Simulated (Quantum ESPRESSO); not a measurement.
La2O3 has the trigonal space group P-3m1 (No. 164), Pearson symbol hP5. Lattice parameters: a = 3.9308 Å, b = 3.9308 Å, c = 6.1120 Å, α = 90.00°, β = 90.00°, γ = 120.00°. O1 on 2d sees 4 La at 2.363–2.443 Å (tetrahedral). O2 on 1a is surrounded by 6 La at 2.723 Å (octahedral). La on 2d has 4 O at 2.363–2.443 Å and 3 O at 2.723 Å. (Neighbours: up to the widest gap in distance over summed covalent radii, below 1.35, at either atom; cation-cation contacts left out.)

The geometry is that of Materials Project entry mp-1968, symmetrised and not relaxed again.

What does PBEsol (Quantum ESPRESSO, PseudoDojo norm-conserving, 110 Ry, with spin-orbit coupling) give for the electronic structure near the Fermi level?

The PBEsol gap is indirect, 3.76 eV, from L to K; the smallest direct gap is 3.86 eV. Another valence and conduction extremum on the path lies within 0.02 eV, too close to call. The 4f states are in the valence at their DFT position.
